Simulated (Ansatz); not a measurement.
**All-electron card of SnPt$_{3}$**

```yaml
crystal:
  lattice:
    - [4.00000, 0.00000, 0.00000]
    - [0.00000, 4.00000, 0.00000]
    - [0.00000, 0.00000, 4.00000]
  atoms:
    - { symbol: Sn, position: [0.00000, 0.00000, 0.00000] }
    - { symbol: Pt, position: [0.00000, 0.50000, 0.50000] }
    - { symbol: Pt, position: [0.50000, 0.00000, 0.50000] }
    - { symbol: Pt, position: [0.50000, 0.50000, 0.00000] }
```

Atom numbers follow the list: Sn1, Pt2, Pt3, Pt4.

The cell comes from COD entry 1523555, which wasn't checked; take it as a given geometry.

No spin–orbit coupling, which matters for the heavy atoms here.

Levels of theory: DFT, LDA, all-electron LAPW, scalar-relativistic (Ansatz 0.2.0); DFT, LDA, PAW with Ansatz's default frozen-core files, scalar-relativistic (Ansatz 0.2.0).

For LAPW: a Γ-centred 8×8×8 k mesh, Fermi–Dirac smearing of 0.05 eV, basis error target 0.5 meV/atom, no spin polarisation. PAW takes a cutoff of 420 eV at this cell (files made with PBE, cores remade for this functional). The Ansatz runs share mesh, smearing and spin set-up. Values come from LAPW unless marked.

- Bader charges (from the PAW run): Sn1 +1.16, Pt2 -0.39 e
- Volume per atom: 16.00 Å³

(1) Predict this quantity. Pressure at this cell.

(2) Band gap: what does the calculation give?

(3) Löwdin charges (with 0.45 e of the cell spilling out of the atomic basis, so their sizes and signs hang on that basis): what does the calculation give?

(4) Give the computed value. Density of states at the Fermi level (0.2 eV bin).

## Answers

(1) -3.59 GPa.

(2) none: bands cross the Fermi level, a metal.

(3) Sn1 -0.06, Pt2 0.17 e.

(4) 1.14 states/eV per cell.
